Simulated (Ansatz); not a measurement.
**From the elastic tensor of MgAl₂C₂ to moduli and sound speeds**

All numbers below come from DFT PBEsol, scalar-relativistic, plane waves, PAW (Ansatz). Plane waves to 420 eV; Γ-centred k mesh 12×12×6; fixed occupations. No spin polarisation.

The structure is trigonal, space group P-3m1 (No. 164). Conventional cell: a = 3.375 Å, b = 3.375 Å, c = 5.774 Å, α = 90.00°, β = 90.00°, γ = 120.00°. Around Mg (site symmetry -3m) lie 6 C at 2.49 Å and 6 Al at 2.81 Å. Around Al (site symmetry 3m) lie 4 C at 2.00 to 2.20 Å. C (site symmetry 3m) is surrounded by 4 Al at 2.00 to 2.20 Å.

Relaxed-ion constants (GPa, on the Cartesian axes of the calculation):
```
336.9  90.1  48.4 -53.8   0.0   0.0
 90.1 336.9  48.4  53.8   0.0   0.0
 48.3  48.3 227.6   0.0   0.0   0.0
-53.8  53.8   0.0  89.1   0.0   0.0
  0.0   0.0   0.0   0.0  89.1 -53.8
  0.0   0.0   0.0   0.0 -53.8 123.4
```

Density 2.982 g/cm³; 5 atoms in 56.97 Å³.

The values that follow are for a polycrystal of randomly turned grains, by Hill's mean where one number stands. In a crystal this anisotropic the Voigt and Reuss bounds lie far apart, so Hill's mean and the sound speeds and Debye temperature from it are rough.

```json
{
 "Bulk modulus, Voigt / Reuss / Hill": "141.7 / 134.3 / 138.0 GPa",
 "Shear modulus, Voigt / Reuss / Hill": "108.0 / 81.2 / 94.6 GPa",
 "Young's modulus": "231 GPa",
 "Poisson ratio": "0.221",
 "Pugh ratio B/G": "1.46",
 "Universal anisotropy index": "1.71",
 "Longitudinal and transverse sound speeds": "9411 and 5632 m/s",
 "Debye temperature from the mean sound speed": "825 K"
}
```

Cost: 1 run of about 4 core-minutes, on Arm Neoverse V1 (shared hosts).